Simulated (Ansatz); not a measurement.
# SrCd: trigonal deformation path

Method: DFT r2SCAN, scalar-relativistic, plane waves, PAW in Ansatz. Settings: plane waves to 500 eV, k-mesh 14×14×14 (Γ-centred), Gaussian smearing 0.15 eV. No spin polarisation. Energies are free energies at this smearing, counted from the undisturbed cell; pressure is positive in compression.

The undisturbed cell (as given, not relaxed at this level; it stands at 0.8 GPa, and it needn't be the usual structure):

```
Sr Cd
1.0
     4.00300    0.00000    0.00000
     0.00000    4.00300    0.00000
     0.00000    0.00000    4.00300
Sr Cd
1 1
Direct
  0.50000 0.50000 0.50000
  0.00000 0.00000 0.00000
```

At fixed volume and fractional coordinates, lengths along (0.577, 0.577, 0.577) are scaled against those across it; ρ is that ratio over its starting value. The cell is metallic on the mesh throughout. At ρ = 2.000 the cell becomes cubic (Fm-3m), and there the slope of the energy vanishes by symmetry.

```csv
ρ,ΔE (meV/atom),pressure (GPa)
0.500,3571.8,33.6
0.600,?,?
0.710,526.4,5.4
0.850,96.9,1.7
1.000,0.0,0.8
1.410,?,?
2.000,306.9,6.3
```

(1) Give the withheld values.

Results:

(1) ΔE (meV/atom) at ρ = 0.600: 1457.3; pressure (GPa) at ρ = 0.600: 13.6; ΔE (meV/atom) at ρ = 1.410: 218.1; pressure (GPa) at ρ = 1.410: 3.8.